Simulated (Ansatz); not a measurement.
PbS:
```
CELL_PARAMETERS angstrom
      0.00000     3.30090     3.30090
      3.30090     0.00000     3.30090
      3.30090     3.30090     0.00000
ATOMIC_POSITIONS crystal
  S  0.25000 0.25000 0.25000
  Pb 0.00000 0.00000 0.00000
```

Relaxed with r²SCAN. Special points in fractions of this cell's reciprocal vectors: Γ (0.000, 0.000, 0.000); X (0.500, 0.000, 0.500); U (0.625, 0.250, 0.625); K (0.375, 0.375, 0.750); L (0.500, 0.500, 0.500); W (0.500, 0.250, 0.750).

### Question
List the band energies nearest the valence-band maximum at these points for plane-wave PAW r²SCAN with spin–orbit coupling (Ansatz code).

### Answer
In eV from the valence-band maximum; about four levels below and three above (degenerate sets whole), none deeper than 8.9 eV; points with the same levels are listed once.

| k | below | above |
|---|---|---|
| Γ | -1.83 -1.83 -1.83 -1.83 | 1.48 1.48 3.25 3.25 3.25 3.25 |
| X | -3.00 -3.00 -0.51 -0.51 | 0.86 0.86 4.78 4.78 |
| U | -2.94 -2.88 -0.37 -0.36 | 1.72 1.99 3.89 |
| L | -2.30 -2.30 -1.95 -1.95 | 2.64 2.64 3.87 3.87 |
| W | -3.25 -3.18 -0.05 0.00 | 2.03 2.61 3.04 |

Space group F-43m (zinc blende). The start of the workflow was typed in or built on a structure type; neither database checked (COD, Materials Project) lists it. It is not the phase usual at ambient conditions (space group No. 225). The cell was relaxed with r²SCAN under the symmetry of its start. At this level the phase is mechanically unstable.

Potentials: the earlier of the program's two PAW sets.
